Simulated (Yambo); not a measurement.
```xyz
4
Lattice="4.0675 0.0000 0.0000 -2.0338 3.5226 0.0000 0.0000 0.0000 7.0955" Properties=species:S:1:pos:R:3 pbc="T T T"
Cu     2.0338     1.1742     4.2179
Cu     0.0000     2.3484     2.8776
I      0.0000     2.3484     5.4659
I      2.0338     1.1742     1.6296
```

CuI (space group P-3m1, No. 164): mean Im ε in 1 eV windows above the direct gap of 2.30 eV, for different electron-hole kernels (Yambo, broadening 0.15 eV, PBEsol (Quantum ESPRESSO, PseudoDojo norm-conserving, 92 Ry, with spin-orbit coupling) bands; 6×6×2 mesh, 28 valence and 6 conduction bands, static screening with 134 bands and a 4 Ry block, scissor 1.06 eV, Tamm-Dancoff; field along x).

| window (eV) | independent quasiparticles | BSE |
|---|---|---|
| 2.3 to 3.3 | 1.1 | 1.6 |
| 3.3 to 4.3 | 2.6 | 5.7 |
| 4.3 to 5.3 | 5.1 | 6.1 |

This run doesn't resolve bound excitons or single peaks, so only averages are given, and they too depend on the mesh; weight that the attraction moves below the gap isn't listed. All transitions below 6.08 eV are in the band window. The scissor comes from a G0W0 run whose convergence isn't established.

The filled Cu 3d shell has no Hubbard U; semilocal functionals place it too high.

Geometry relaxed with PBE+D3(BJ).

This is not the ordinary phase of the substance; no match was found in the copy of COD used, and its stability was not checked.
